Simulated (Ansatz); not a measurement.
Relaxed-ion elastic tensor of Zn3CdS4 in space group P-43m (No. 215; Zn on 3c, Cd on 1a, S on 4e) in GPa (Voigt order), plane-wave PAW LDA (Ansatz code); density 4.58 g/cm³, 19.80 Å³ per atom.

```
      1     2     3     4     5     6
-  ----  ----  ----  ----  ----  ----
1   106  68.7  68.7   0.0   0.0   0.0
2  68.7   106  68.7   0.0   0.0   0.0
3  68.7  68.7   106   0.0   0.0   0.0
4   0.0   0.0   0.0  42.9   0.0   0.0
5   0.0   0.0   0.0   0.0  42.9   0.0
6   0.0   0.0   0.0   0.0   0.0  42.9
```

Task: Is the crystal mechanically stable?

Result: Yes: the smallest eigenvalue of C is 37.2 GPa.

Task: Work out the Voigt, Reuss and Hill averages.

Result: K_V = 81.1, K_R = 81.1, K_H = 81.1; G_V = 33.2, G_R = 28.2, G_H = 30.7 GPa.

Task: Give Young's modulus, Poisson's ratio, Pugh's ratio and the universal anisotropy index.

Result: E = 9KG/(3K + G) = 81.7 GPa; ν = 0.33; K/G = 2.64 (ductile by the Pugh limit of 1.75); A_U = 5G_V/G_R + K_V/K_R − 6 = 0.89.

Task: Estimate the sound speeds and the Debye temperature.

Result: v_l = √((K + 4G/3)/ρ) = 5160 m/s, v_t = √(G/ρ) = 2590 m/s, mean 2900 m/s; Θ = (h/k)(3n/4πV)^(1/3) v_m = 320 K.

Task: Give the Zener ratio and Young's modulus along [100], [110] and [111].

Result: A = 2C44/(C11 − C12) = 2.31; 1/E = S11 − 2(S11 − S12 − S44/2)Γ with Γ = 0, 1/4, 1/3 gives 51.8, 85.6, 109 GPa.

The first step of the workflow began from a Materials Project structure, measured or hypothetical; the Crystallography Open Database copy checked does not list it. With Zn and Cd taken as one species the cell has the higher symmetry F-43m, so it may be an ordered model of a mixed-site phase. Whether it is the stable phase at ambient conditions was not checked. Symmetry was held in the LDA relaxation; phonons on a q-mesh show no instability.

Potentials: the later of the program's two PAW sets.
